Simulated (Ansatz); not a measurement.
One crystal and one scan (scan of one atom of the cell) at two levels, r2SCAN (plane waves to 500 eV, PAW, scalar-relativistic; Ansatz, a program for electronic structure) and PBE (plane waves to 420 eV, PAW, scalar-relativistic; Ansatz), each from its own relaxed cell and on its own mesh. The cell shown is that of r2SCAN.

Relaxed Os (hcp, Mg type):

```
CELL_PARAMETERS angstrom
      5.47669     0.00000     0.00000
     -1.36917     2.37148     0.00000
      0.00000     0.00000     4.31593
ATOMIC_POSITIONS crystal
  Os 0.16667 0.66667 0.75000
  Os 0.66667 0.66667 0.75000
  Os 0.33333 0.33333 0.25000
  Os 0.83333 0.33333 0.25000
```

In this cell atom 1 (Os, nearest neighbour Os at 2.675 Å; its periodic images, 2.7 Å or more away, move with it) is moved by s along Cartesian [111], unit vector (0.577, 0.577, 0.577); all other atoms and the cell stay fixed.

Energies are smeared free energies. Os is run without spin polarisation. Os was relaxed with its symmetry unable to fall. Spin-orbit coupling is left out, though Os is heavy. (PBE) Left out: 3 of 11 points, with atoms too close for the PAW data. (r2SCAN) Left out: 3 of 11 points, with atoms too close for the PAW data. With partly filled bands, energies and forces of such displacements shift with the k mesh and the smearing. Percentages come from the unrounded values.

Results of r2SCAN:

```
Item                                                                                                                       Value
----------------------------------------------------------------  --------------------------------------------------------------
Lattice constant a (Å)                                                                                                     2.738
Lattice constant c (Å)                                                                                                     4.316
Relaxed volume (Å³/atom)                                                                                                   14.01
Force constant k = d²E/ds² at s = 0 (finite differences) (eV/Å²)                                                           15.64
Shape of the curve                                                a single well with its minimum at or next to zero displacement
```

Estimate the PBE values.


```csv
quantity,PBE,r2SCAN − PBE
Lattice constant a (Å),2.755,-0.017 (-0.6 %)
Lattice constant c (Å),4.344,-0.028 (-0.7 %)
Relaxed volume (Å³/atom),14.28,-0.27 (-1.8 %)
Force constant k = d²E/ds² at s = 0 (finite differences) (eV/Å²),14.75,+0.89 (+6.0 %)
```

r2SCAN gives the higher value for: force constant k = d²E/ds² at s = 0. r2SCAN gives the lower value for: lattice constant a; lattice constant c; relaxed volume. Both give the same shape of the curve: a single well with its minimum at or next to zero displacement.

(For displaced atoms, the force is minus the slope of the energy, and its curvature is a force constant, which sets phonon frequencies.)
